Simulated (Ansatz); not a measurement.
Ge (diamond, space group No. 227), a = b = c = 5.673 Å, α = β = γ = 90.00°; the cell used has 2 atoms.

Relaxed with r²SCAN. Independent-particle spectrum: no excitons, no local fields, no scissors shift; 0.1 eV broadening; ε₁ of the summed bands alone.

**Question.** Tabulate the dielectric function from r²SCAN in the plane-wave PAW code Ansatz.

**Answer.** 

| E (eV) | ε₁ xx | ε₂ xx |
|---|---|---|
| 0.0 | 17.40 | 0.00 |
| 0.5 | 18.32 | 1.02 |
| 1.0 | 19.18 | 1.81 |
| 1.5 | 23.27 | 3.79 |
| 2.0 | 20.34 | 20.69 |
| 2.5 | 12.06 | 14.42 |
| 3.0 | 13.18 | 15.63 |
| 3.5 | 11.70 | 18.20 |
| 4.0 | 12.76 | 27.45 |
| 4.5 | -11.11 | 17.37 |
| 5.0 | -5.98 | 11.31 |
| 5.5 | -7.89 | 12.29 |
| 6.0 | -7.53 | 6.52 |
| 6.5 | -6.07 | 4.56 |
| 7.0 | -5.03 | 3.35 |
| 7.5 | -4.09 | 2.50 |
| 8.0 | -3.26 | 1.98 |
| 8.5 | -2.40 | 2.04 |
| 9.0 | -2.52 | 1.80 |
| 9.5 | -2.20 | 1.41 |
| 10.0 | -1.90 | 1.19 |
| 10.5 | -1.62 | 1.01 |
| 11.0 | -1.38 | 0.92 |
| 11.5 | -1.32 | 0.75 |
| 12.0 | -1.06 | 0.59 |

**Question.** From ε at 1.8 eV (xx: 28.73 + 11.85i), find n, k, the normal reflectivity and the absorption coefficient.

**Answer.** n = 5.47, k = 1.084, R = 49 %, α = 2kE/ħc = 200000 cm⁻¹.

With all bands, ε∞ without local fields is 17.5.

Space group Fd-3m (diamond). The cell was relaxed with r²SCAN under the symmetry of its start; phonons on a q-mesh show no instability. Scalar-relativistic: spin–orbit coupling is off unless named, which matters more the heavier the elements.

Potentials: the later of the program's two PAW sets.
